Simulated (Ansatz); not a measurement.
Ionic part of the dielectric constant of Al3GaN4 at 10 GPa, mode by mode

These are results of DFT LDA, scalar-relativistic, plane waves, PAW (Ansatz), not measurements. Plane waves to 420 eV; Γ-centred k mesh 6×6×6; fixed occupations. No spin polarisation. Phonons by linear response, acoustic sum rule imposed.

It takes space group P-43m (No. 215, cubic). Conventional cell: a = 4.307 Å, b = 4.307 Å, c = 4.307 Å, α = 90.00°, β = 90.00°, γ = 90.00°. Around Al (site symmetry -42m) lie 4 N at 1.85 Å. Around Ga (site symmetry -43m) lie 4 N at 1.90 Å. Around N (site symmetry 3m) lie 3 Al at 1.85 Å and 1 Ga at 1.90 Å.

Other phases may be more stable at this pressure.

The primitive cell has V = 79.87 Å³ and ε∞,zz = 4.713. Each polar mode adds Δε = (4.92064×10⁷/V)·S/ν² along z, with S its oscillator strength in e²/amu, ν in cm⁻¹ and V in Å³.

Q: From these modes, find each Δε and ε0,zz.
```tsv
ν (cm⁻¹)	S_zz (e²/amu)
248.9	0.00494
549.8	0.09241
662.5	1.311
720.6	1.257
```

A:
```json
{"ν (cm⁻¹)": "248.9", "Δε": "0.05"}
{"ν (cm⁻¹)": "549.8", "Δε": "0.19"}
{"ν (cm⁻¹)": "662.5", "Δε": "1.84"}
{"ν (cm⁻¹)": "720.6", "Δε": "1.49"}
```

The sum is 3.570, so ε0,zz = 8.28; the run's tensor has 8.28.

Q: Where do the longitudinal modes lie for a wave vector along z?

A: At 250, 553, 690, 909 cm⁻¹. The Lyddane–Sachs–Teller product Π(ν_LO/ν_TO)² = 1.76 matches ε0/ε∞ = 1.76.

Whether Al3GaN4 exists in this form wasn't checked.

Cost: 1 run of about 3.2 core-minutes, on Oxide Virtual Turin-like Processor (Zen 5) (shared hosts).